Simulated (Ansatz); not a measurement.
SiC (4H type, space group P6_3mc)

```cif
data_C4Si4
_chemical_formula_sum 'Si4 C4'
_space_group_name_H-M_alt 'P63mc'
_space_group_IT_number 186
_space_group_name_Hall 'P 6c -2c'
_cell_length_a 3.07776
_cell_length_b 3.07776
_cell_length_c 10.07734
_cell_angle_alpha 90.000
_cell_angle_beta 90.000
_cell_angle_gamma 120.000
loop_
_atom_site_label
_atom_site_type_symbol
_atom_site_symmetry_multiplicity
_atom_site_Wyckoff_symbol
_atom_site_fract_x
_atom_site_fract_y
_atom_site_fract_z
_atom_site_occupancy
Si1 Si 2 a 0.00000 0.00000 0.00030 1
Si2 Si 2 b 0.33333 0.66667 0.25024 1
C1 C 2 a 0.00000 0.00000 0.31287 1
C2 C 2 b 0.33333 0.66667 0.06221 1
```

The volume is varied about the relaxed value V₀ at fixed cell shape. The atoms relax within the cell's symmetry.

All values below come from r2SCAN (plane waves to 500 eV, PAW, scalar-relativistic; Ansatz, a program for electronic structure). k mesh 12×12×4 (Γ-centred), Fermi-Dirac smearing 0.05 eV. Energies are smeared free energies. With the shape held, the modulus is that of even scaling; a crystal free to change shape is softer. SiC was relaxed with its symmetry unable to fall. The PAW data are Ansatz's earlier set. The zero of ΔE is the relaxed starting cell.

```csv
V (Å³/atom),ΔE (meV/atom)
9.714,29.3
9.838,18.3
9.962,10.1
10.086,4.4
10.210,1.1
10.334,0.0
10.458,1.0
10.582,4.1
10.706,9.0
10.830,15.7
10.954,24.0
```

Question: What is the fitted pressure derivative B₀′?

Answer: 3.9.

Question: What bulk modulus at fixed cell shape B₀ follows from a third-order Birch-Murnaghan fit?

Answer: 228 GPa. Check by three points about V = 10.334 Å³/atom, step 0.124: d²E/dV² ≈ (1.1 − 2·0.0 + 1.0) meV / 0.124² = 0.137 eV/Å⁶, and V·d²E/dV² × 160.2 = 226 GPa.

(Under strain, the slope of the energy per volume gives the stress and its curvature an elastic modulus.)
